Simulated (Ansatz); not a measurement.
Each is relaxed and computed with DFT-PBEsol in the program Ansatz with PAW potentials. Which is the only one with a gap?
A. IrC, rock salt
B. YC, rock salt
C. BAs, rock salt
D. BeS, rock salt

D, BeS, rock salt. BeS: gap 0.94 eV (indirect); YC: metal; BAs: metal; IrC: metal. Built on a structure type that need not be the filed one of that space group: YC, rock salt. Typed or built starts, not in the databases checked: BeS, rock salt; BAs, rock salt; IrC, rock salt. Not the usual ambient phase: BAs, rock salt. Standing as an ambient phase not checked: YC, rock salt. Unstable at this level: BeS, rock salt; BAs, rock salt; IrC, rock salt. All cells were relaxed under the symmetry of their starts (and spin orders); stability against distortions was not tested throughout. Named crystals with no word on spin ran without spin polarisation. Scalar-relativistic: spin–orbit coupling is off unless named, which matters more the heavier the elements.

Potentials: the earlier of the program's two PAW sets. The files were generated under PBE; for other functionals the program regenerates the frozen cores, and for LDA and PBEsol the local potential too.
